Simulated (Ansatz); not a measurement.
LaLuO$_{3}$:
```cif
data_LaLuO3
_chemical_formula_sum 'La1 Lu1 O3'
_space_group_name_H-M_alt 'P 1'
_space_group_IT_number 1
_cell_length_a 4.15264
_cell_length_b 4.15264
_cell_length_c 4.15264
_cell_angle_alpha 90.000
_cell_angle_beta 90.000
_cell_angle_gamma 90.000
loop_
_space_group_symop_operation_xyz
  'x, y, z'
loop_
_atom_site_label
_atom_site_type_symbol
_atom_site_fract_x
_atom_site_fract_y
_atom_site_fract_z
_atom_site_occupancy
La1 La 0.00000 0.00000 0.00000 1
Lu1 Lu 0.50000 0.50000 0.50000 1
O1 O 0.00000 0.50000 0.50000 1
O2 O 0.50000 0.50000 0.00000 1
O3 O 0.50000 0.00000 0.50000 1
```

Relaxed with LDA.

### Question
Give the optical modes at the zone centre with their infrared and Raman activity from DFPT, the program Ansatz at the LDA level (PAW).

### Answer
Transverse frequencies, without the LO–TO term; a row sums one degenerate level.

| ω (cm⁻¹) | degeneracy | IR ((D/Å)²/amu) | Raman (Å⁴/amu) | activity | symmetry |
|---|---|---|---|---|---|
| 236i | 3 | 0.00 | 0 | silent | T2u |
| 223i | 3 | 76.14 | 0 | IR | T1u |
| 141 | 3 | 2.98 | 0 | IR | T1u |
| 669 | 3 | 41.96 | 0 | IR | T1u |

### Question
How high does the top mode go among those that the LO–TO term moves?

### Answer
733 cm⁻¹ for q along x.

Space group Pm-3m (cubic perovskite). A made-up cell: these elements were put on the sites of a structure type; neither database checked (COD, Materials Project) lists it. Its standing as an ambient phase is unchecked. The LDA relaxation kept the symmetry of its start. At this level the phase is dynamically unstable (imaginary phonons). Scalar-relativistic: spin–orbit coupling is off unless named, which matters more the heavier the elements.

Potentials: the later of the program's two PAW sets.
